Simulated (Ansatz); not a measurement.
Crystals of one structure type (Cu3Au type) and one family of elements, relaxed and computed with the program Ansatz at the LDA level (PAW).

```tsv
crystal	V (Å³/atom)	highest Γ mode, no LO–TO term (cm⁻¹)
SiNi3	10.07	345
Ni3Sn	12.04	?
SnPd3	15.27	214
SnPt3	15.76	180
```

Fit a straight line to ln ω against ln V and predict the withheld value.

Least squares on the 3 shown rows: ln ω = -1.32 × ln V + (8.896), with a scatter of 5 %. For Ni3Sn this gives 274. The run itself gave 271, within the scatter.

Standing as an ambient phase not checked: Ni3Sn, Cu3Au type; SnPd3, Cu3Au type; SnPt3, Cu3Au type. All cells were relaxed under the symmetry of their starts (and spin orders); stability against distortions was not tested throughout. Rows with no word on spin ran without spin polarisation. Scalar-relativistic: spin–orbit coupling is off unless named, which matters more the heavier the elements.

Potentials: the later of the program's two PAW sets.
